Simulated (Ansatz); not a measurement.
Starting cell, HfN (rock salt):

```
HfN
1.0
    0.00000     2.27394     2.27394
    2.27394     0.00000     2.27394
    2.27394     2.27394     0.00000
N Hf
1 1
Direct
  0.00000   0.00000   0.00000
  0.50000   0.50000   0.50000
```

Scan: atom 2 (Hf, nearest neighbour N at 2.274 Å; its periodic images, 3.2 Å or more away, move with it) is displaced towards the nearest neighbour, direction (-1.000, 0.000, 0.000) in Cartesian axes, by s. The other atoms stay.

Calculation: PBE (plane waves to 420 eV, PAW, scalar-relativistic; Ansatz, a first-principles code). k mesh 14×14×14 (Γ-centred), Fermi-Dirac smearing 0.05 eV. E stands for the smeared free energy. With partly filled bands, energies and forces of such displacements shift with the k mesh and the smearing. HfN is run without spin polarisation. HfN was relaxed with its symmetry unable to fall. Spin-orbit coupling is left out, though Hf is heavy. The zero of ΔE is the undisplaced structure.

**Question.** Estimate the ΔE (eV/cell) for s (Å) = -0.230, -0.138, -0.046, 0.092, 0.138.

**Answer.** 
```json
[
 {"s (Å)": "-0.230", "ΔE (eV/cell)": "0.298"},
 {"s (Å)": "-0.138", "ΔE (eV/cell)": "0.105"},
 {"s (Å)": "-0.046", "ΔE (eV/cell)": "0.012"},
 {"s (Å)": "0.092", "ΔE (eV/cell)": "0.047"},
 {"s (Å)": "0.138", "ΔE (eV/cell)": "0.105"}
]
```

(A displaced cell: forces are minus the slopes of the energy, force constants its curvatures, and phonons follow from these.)
